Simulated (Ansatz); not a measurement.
**InGa₅P₆: computed properties**

These are results of DFT PBE, scalar-relativistic, plane waves, PAW in Ansatz, not measurements.

Plane waves to 420 eV, a k mesh through Γ of 8×8×2 on the computed 12-atom cell and Gaussian smearing (0.02 eV); no spin polarisation.

The structure is relaxed at this level of theory with its symmetry kept, and needn't be the ground state of this composition.

Space group P-4m2 (No. 115), tetragonal, a = 3.941 Å, c = 16.797 Å. In has 4 P at 2.54 Å; Ga on a site of symmetry 2mm is surrounded by 4 P at 2.39–2.40 Å; Ga on a second site of symmetry 2mm has 4 P at 2.40 Å; around Ga on a site of symmetry -4m2 lie 4 P at 2.40 Å; around P on its first site lie 2 Ga at 2.39 Å and 2 In at 2.54 Å; P on its second site has 4 Ga at 2.40 Å; 1 more site not described.

| Quantity | Value |
| --- | --- |
| Volume per atom | 21.74 Å³ |
| Formation energy from the elements' standard states (uncorrected) | -0.388 eV/atom |
| Kohn–Sham band gap | 1.24 eV, direct at Γ |
| Orbital (Löwdin) character of the top 1 eV of the valence band | P 3p 79 %, Ga 4p 12 % |
| Orbital (Löwdin) character of the lowest 1 eV of the conduction band | Ga 4p 24 %, Ga 4s 21 %, P 3p 20 %, P 3s 17 %, unprojected 9 % |
| Electron masses at the edge by direction of the standard setting (m_e; one valley, along these axes only; no spin-orbit coupling) | x: 0.090; y: 0.090; z: 0.095 |
| Hole masses at the edge by direction of the standard setting (m_e; one valley, along these axes only; no spin-orbit coupling) | x: 3.1, 0.076; y: 3.1, 0.076; z: 0.44, 0.44 |

The cell was found from a structure generator's guess, not taken from experiment. Kohn–Sham gaps at this level usually fall short of measured ones. Löwdin shares on free-atom orbitals overweight diffuse shells in the empty bands.
